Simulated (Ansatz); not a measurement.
An Ansatz (a program for electronic structure) run. Input:

Ansatz 0.2 input:
```yaml
crystal:
  lattice:
    - [1.3803204827, 0.7969284023, 6.6854088086]
    - [-1.3803204827, 0.7969284023, 6.6854088086]
    - [0.0, -1.5938568045, 6.6854088086]
  atoms:
    - { symbol: Re, position: [0.0, 0.0, 0.0] }
    - { symbol: Re, position: [0.2223422735, 0.2223422735, 0.2223422735] }
    - { symbol: Re, position: [0.7776577265, 0.7776577265, 0.7776577265] }
kpoints:
  mp_grid: { grid: [17, 17, 17] }
hamiltonian:
  xc: r2scan
  pseudopotentials: { kind: paw }
scf:
  occupations: { method: gaussian, width: 0.1 }
checkpoint: { read: metal.run }
output: { write_density: true, elf: true, volumetric_format: npy }
basis: { fft_grid_basis: typed }
```

Output (shortened):

```
Pseudopotentials: kind: paw
Pseudopotential: Re, paw, valence charge 15
Functional definition: r2SCAN
Crystal: 3 atoms, lattice volume = 44.124 Å³
Basis set: ecut = 500 eV, 1099 PW (Γ), exchange–correlation on 216×216×216 points (64 copies of the dense FFT grid, shifted against one another)
Bands: 31, of which v1, the nominal top of the filled ones, is band 23 counted from 1 (22 counted from 0)
Symmetry: 12 space group operations
Space group: R-3m (ITA 166), of the structure as read, at distance tolerance 3.5e-5 Å
k-points: 489 of 4913
PAW frozen core: Re, regenerated for the run's functional
Initial density: read from a saved state, or passed on in memory by an earlier SCF of this step, an earlier step, the calling program or the single point that …
Stability of the state it starts from, as read at its close in the unpolarized treatment …
Initial wavefunctions: pseudopotential atomic-orbital guess
Eigensolver: davidson
Functional: x = r2scan, c = r2scan; τ floored in thin density (d = 2e-4 eV/Å³)
iter 1 solved again at ethr=1.35e-8 eV; its pass at ethr=3.10e-3 eV (dr2=6.05e-6 eV) is discarded
SCF iter   1: F=—  HF=-32642.413815 eV  |F-HF|=—  |Δ(HF+E_count)|=         —  Δρ=5.18e-7  dr2=1.39e-10  dr2_τ=2.79e-11  ethr=1.35e-8  ⟨swp⟩=3.7  Hψ=104340  notcnv=0
all-band conjugate gradients solve this SCF's bands
preconditioner: auto → Kerker (q_TF=auto, 2.737 Å⁻¹)
SCF iter   2: F=-32642.413815 eV  HF=-32642.413815 eV  |F-HF|=7.28e-12  |Δ(HF+E_count)|=   1.72e-8  Δρ=3.12e-7  dr2=4.00e-11  dr2_τ=3.36e-11  ethr=1.00e-12  ⟨swp⟩=5.7  Hψ=49722  notcnv=0
SCF 1 converged in 2 iterations: F = -32642.413815 eV  dr2 = 4.00e-11
SCF converged after 2 iterations
Free energy (F): -32642.413815 eV
Harris-Foulkes:  -32642.413815 eV  (|F-HF|=7.28e-12)
Internal energy: -32642.402416 eV  (E = F + TS)
E sigma→0 (E₀):  -32642.408116 eV
Entropy (-TS):   -0.011398 eV (-3.799 meV/atom)
Fermi energy:    23.901139 eV
--- Per-component energies (eV) ---
  E_band       = -261.256066
  E_kinetic    = 1625.716848
  E_local      = -2274.778249  (includes V_loc(G=0)·N_el)
  E_nonlocal   = 147.898809
  E_hartree    = 817.468602
  E_xc         = -1161.085414
  E_vxc        = -1022.569101  (∫ρ·V_xc dr)
  E_paw        = -26067.489380  (= ΣΔE_a)
  E_vpaw       = -425.829682  (= ΣTr[D̂ρ^β])
  E_aug_tail   = -0.000102  (compensation charges beyond the density's cutoff)
  E_vtau       = 53.368511  (kinetic-family band-sum trace: ∫τ·v_τ [+ j·A + Jᵃ·Aᵃ] dr)
  E_ewald      = -5728.720919
  E_core_change = -1.412612  (= ΣΔE_core)
  E_smearing   = -0.011398  (= −TS)
  E_closure    =  0.000000  (closes the sum)
  Σ components = -32642.413815   (vs F -32642.413815, Δ=0.00e0)
  [band-id]    e_kinetic+e_local+e_nonlocal+2·e_hartree+e_vxc+e_vpaw+e_augmentation_tail+e_vtau = -261.255761   (vs E_band -261.256066, Δ=3.05e-4)
--- Band table (eV; the first three rows and the last of 489) ---
  k-point 0: bands = ["-57.9426", "-57.8337", "-57.7974", "-19.5660", "-19.5206", "-18.7253", "-18.7253", "-18.6472", "-18.6472", "-18.5287", "-18.5287", "-18.5179", "13.4558", "16.6860", "16.7435", "21.8934", "21.8934", "21.9540", "21.9731", "22.2045", "22.3184", "22.3184", "22.6945", "22.6945", "24.5493", "24.5493", "26.6341", "26.6341", "27.2467", "27.2467", "36.6449"]
  k-point 1: bands = ["-57.9389", "-57.8314", "-57.7950", "-19.5692", "-19.5062", "-18.7554", "-18.7345", "-18.6748", "-18.6563", "-18.5645", "-18.5340", "-18.5239", "13.6089", "16.8181", "16.9067", "21.4770", "21.6366", "21.8764", "22.0068", "22.0674", "22.4466", "22.5814", "22.7930", "22.7998", "24.4030", "24.4445", "26.6896", "26.8340", "27.2461", "27.4268", "36.8892"]
  k-point 2: bands = ["-57.9284", "-57.8246", "-57.7882", "-19.5682", "-19.4791", "-18.8414", "-18.7608", "-18.7495", "-18.6823", "-18.6654", "-18.5492", "-18.5414", "14.0521", "17.1914", "17.3611", "20.7685", "21.0601", "21.5297", "21.8452", "22.3255", "22.7940", "22.8232", "22.8792", "23.0480", "24.1038", "24.2440", "26.7962", "27.1955", "27.2545", "28.0172", "37.3866"]
  k-point 488: bands = ["-57.9264", "-57.8621", "-57.7768", "-19.8481", "-18.9038", "-18.8749", "-18.7725", "-18.7543", "-18.6207", "-18.6098", "-18.5761", "-18.5608", "14.8230", "14.9489", "17.0212", "21.3141", "21.4951", "21.8226", "22.0652", "22.2742", "22.3573", "22.5233", "22.7464", "23.8961", "24.9429", "25.0729", "25.7369", "25.7734", "27.7512", "28.2631", "34.4195"]
  band table: 31 of 31 bands, residual norms ≤ 1.0e-3 eV
```

Cost: around 50 core-seconds (rough) on shared cores.

The first step of the workflow began from a Materials Project structure, measured or hypothetical; the Crystallography Open Database copy checked does not list it. It is not the phase usual at ambient conditions (space group No. 194). The r²SCAN relaxation kept the symmetry of its start; its stability against distortions is not shown here. No spin polarisation was allowed. Axis ratios of metals converge slowly with the k-mesh, so a and c are less sure than the volume. Spin–orbit coupling is left out wherever it is not named.

Potentials: the later of the program's two PAW sets.

Ansatz is a plane-wave DFT program.
